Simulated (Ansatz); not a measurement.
Input:

BaTiO3:
```cif
data_Ba2O6Ti2
_chemical_formula_sum 'Ba2 Ti2 O6'
_space_group_name_H-M_alt 'Amm2'
_space_group_IT_number 38
_space_group_name_Hall 'A 2 -2'
_cell_length_a 3.92323
_cell_length_b 5.58785
_cell_length_c 5.59819
_cell_angle_alpha 90.000
_cell_angle_beta 90.000
_cell_angle_gamma 90.000
loop_
_atom_site_label
_atom_site_type_symbol
_atom_site_symmetry_multiplicity
_atom_site_Wyckoff_symbol
_atom_site_fract_x
_atom_site_fract_y
_atom_site_fract_z
_atom_site_occupancy
Ba1 Ba 2 a 0.00000 0.00000 0.99831 1
Ti1 Ti 2 b 0.50000 0.50000 0.98809 1
O1 O 4 e 0.50000 0.24714 0.26181 1
O2 O 2 a 0.00000 0.00000 0.51010 1
```
(The calculation used a cell of 5 atoms; values per cell refer to that cell.)

This is the LDA-relaxed structure.

Problem. All from plane-wave PAW LDA (Ansatz code), unless another level is named. Estimate the highest zone-centre frequency (without LO–TO term).

Solution. 511 cm⁻¹.

Problem. What about the bulk modulus (Birch–Murnaghan fit)?

Solution. 149 GPa.

This is a known low-temperature phase of the composition, computed here at zero pressure and temperature. The LDA relaxation kept the symmetry of its start. At this level the phase is dynamically unstable (imaginary phonons). The run is not spin-polarised. Spin–orbit coupling is left out wherever it is not named.

Potentials: the later of the program's two PAW sets.
